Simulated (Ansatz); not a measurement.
Notes on Mn₃Sb

```
CELL_PARAMETERS angstrom
4.02865 0.00000 0.00000
0.00000 4.02865 0.00000
0.00000 0.00000 4.02865
ATOMIC_POSITIONS crystal
Mn 0.00000 0.50000 0.50000
Mn 0.50000 0.00000 0.50000
Mn 0.50000 0.50000 0.00000
Sb 0.00000 0.00000 0.00000
```

Method: LDA, with U = 2.32 eV and J = 0.77 eV on Mn d (all-electron-ortho-atomic projectors), non-collinear spin; PAW, plane waves to 420 eV, 6×6×6 Γ-centred mesh, cold occupations (width 0.0545 eV) (Ansatz 0.2.0), atoms fixed.

Magnetic state (reached from a saved solution, and it need not be the lowest): Mn1 along (0.65, -0.57, -0.50), Mn2 along (-0.83, -0.40, 0.39), Mn3 along (0.18, 0.98, 0.12).

**Forces.** The forces vanish by the symmetry of the sites.
**Charges.** Bader charges in e: Mn +0.21, Sb -0.64. In the mean Mn gives up most and Sb takes most.
**Stress.** The pressure is -8.7 GPa (compression positive), so with the atoms held at these fractions the cell would first shrink.
**Moments.** Mn1 3.72, Mn2 3.72, Mn3 3.71 μB of spin moment in Bader basins; net size 0.03 μB a cell.
**Electronic structure.** It is a metal, with about 1.9 states/eV a cell as the mean within 0.25 eV of the Fermi level, mostly Mn d (79 %).

Origin: a database entry at a rescaled volume.
